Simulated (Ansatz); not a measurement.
ScAl3 (Cu3Au type)

```
ScAl3
1.0
    4.07175     0.00000     0.00000
    0.00000     4.07175     0.00000
    0.00000     0.00000     4.07175
Al Sc
3 1
Direct
  0.00000   0.50000   0.50000
  0.50000   0.50000   0.00000
  0.50000   0.00000   0.50000
  0.00000   0.00000   0.00000
```

The slice is a {100} plane (indices of the conventional cell) through the point (0.000, 0.500, 0.500) (fractional), spanned by u = [100] and v = [010] in vectors of this cell: u (4.07 Å) and v (4.07 Å, at 90° to u). It covers one period; positions are fractions (u, v).

Method: PBEsol (plane waves to 420 eV, PAW, scalar-relativistic; Ansatz, a first-principles code). k mesh 12×12×12. Inside the PAW spheres the values are not all-electron values, and peaks at nuclei hang on which shells count as valence. ScAl3 is run without spin polarisation. ScAl3 was relaxed with its symmetry unable to fall.

The ELF has a maximum in the middle third of the Al–Al line. Where, and how high?

0.70, 1.2 Å from Al.

What is the valence density on the shortest Al–Al line in this plane (2.88 Å), at its midpoint?

0.21 e/Å³.

What is the ELF at the midpoint of the shortest Al–Al line in this plane (2.88 Å)?

0.69.

Sketch the electron localisation function (ELF) on this plane as a map.


```
v \ u  0.00  0.08  0.17  0.25  0.33  0.42  0.50  0.58  0.67  0.75  0.83  0.92
-----  ----  ----  ----  ----  ----  ----  ----  ----  ----  ----  ----  ----
0.92      x     x  0.31  0.48  0.35  0.21  0.17  0.21  0.35  0.48  0.31     x
0.83   0.26  0.44  0.65  0.62  0.49  0.35  0.30  0.35  0.49  0.62  0.65  0.44
0.75   0.66  0.70  0.72  0.69  0.62  0.48  0.39  0.48  0.62  0.69  0.72  0.70
0.67   0.60  0.63  0.68  0.72  0.65  0.31  0.14  0.31  0.65  0.72  0.68  0.63
0.58   0.47  0.52  0.63  0.70  0.44     x     x     x  0.44  0.70  0.63  0.52
0.50   0.40  0.47  0.60  0.66  0.26     x     x     x  0.26  0.66  0.60  0.47
0.42   0.47  0.52  0.63  0.70  0.44     x     x     x  0.44  0.70  0.63  0.52
0.33   0.60  0.63  0.68  0.72  0.65  0.31  0.14  0.31  0.65  0.72  0.68  0.63
0.25   0.66  0.70  0.72  0.69  0.62  0.48  0.39  0.48  0.62  0.69  0.72  0.70
0.17   0.26  0.44  0.65  0.62  0.49  0.35  0.30  0.35  0.49  0.62  0.65  0.44
0.08      x     x  0.31  0.48  0.35  0.21  0.17  0.21  0.35  0.48  0.31     x
0.00      x     x  0.14  0.39  0.30  0.17  0.12  0.17  0.30  0.39  0.14     x
```

Values: electron localisation function (ELF). Points within 0.5 Å of a nucleus are blanked (x), as the pseudised field means little there.
